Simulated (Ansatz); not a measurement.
Here is the system:

CdGaNO:
```
CELL_PARAMETERS angstrom
      3.28143     0.00000     0.00000
     -1.64071     2.84180     0.00000
      0.00000     0.00000     5.68384
ATOMIC_POSITIONS crystal
  Ga 0.33333 0.66667 0.50213
  Cd 0.66667 0.33333 0.97974
  O  0.33333 0.66667 0.17087
  N  0.66667 0.33333 0.59725
```

This is the PBEsol-relaxed structure. Tensor components refer to the Cartesian frame of this cell.

Q: All from DFT-PBEsol in the program Ansatz with PAW potentials, unless another level is named. Give the piezoelectric stress constants (proper, relaxed ions, C/m²).

A: e15 = e24 = 0.57, e16 = e21 = 0.31, e22 = -0.31, e31 = e32 = 0.35, e33 = -0.83.

Q: Give the Debye temperature from the elastic constants.

A: 402 K.

Q: Next, the elastic constants (relaxed ions, GPa)?

A: C11 = 207, C12 = 94.1, C13 = 96.6, C14 = -1.9, C33 = 301, C44 = 40.5.

Space group P3m1. The start of the workflow was typed in or built on a structure type; neither database checked (COD, Materials Project) lists it. Its standing as an ambient phase is unchecked. The PBEsol relaxation kept the symmetry of its start; its stability against distortions is not shown here. Signs of piezoelectric constants follow the polarity of the cell as given.

Potentials: the earlier of the program's two PAW sets. The files were generated under PBE; for other functionals the program regenerates the frozen cores, and for LDA and PBEsol the local potential too.
